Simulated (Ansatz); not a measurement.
InP (zinc blende, F-43m) at seven volumes, PBE (plane waves, PAW; program Ansatz), scaled uniformly. One row is withheld.

```json
[
 {"V (Å³/atom)": "24.069", "P (GPa)": "7.01"},
 {"V (Å³/atom)": "24.862", "P (GPa)": "4.27"},
 {"V (Å³/atom)": "25.656", "P (GPa)": "?"},
 {"V (Å³/atom)": "26.449", "P (GPa)": "0.01"},
 {"V (Å³/atom)": "27.242", "P (GPa)": "-1.64"},
 {"V (Å³/atom)": "28.036", "P (GPa)": "-3.02"},
 {"V (Å³/atom)": "28.829", "P (GPa)": "-4.12"}
]
```

**Question.** Fit the shown pressures and predict the withheld one.

**Answer.** P = (3/2)B₀(x^(7/2) − x^(5/2))[1 + (3/4)(B′ − 4)(x − 1)] with x = (V₀/V)^(2/3). Least squares on the six rows gives V₀ = 26.449 Å³/atom, B₀ = 59.2 GPa, B′ = 4.85. At V = 25.656, x = 1.0205 and P = 1.94 GPa. The run itself gave 1.96 GPa.

The cell was relaxed with PBE under the symmetry of its start; of distortions, only those at the zone centre were tested.

Potentials: the later of the program's two PAW sets.
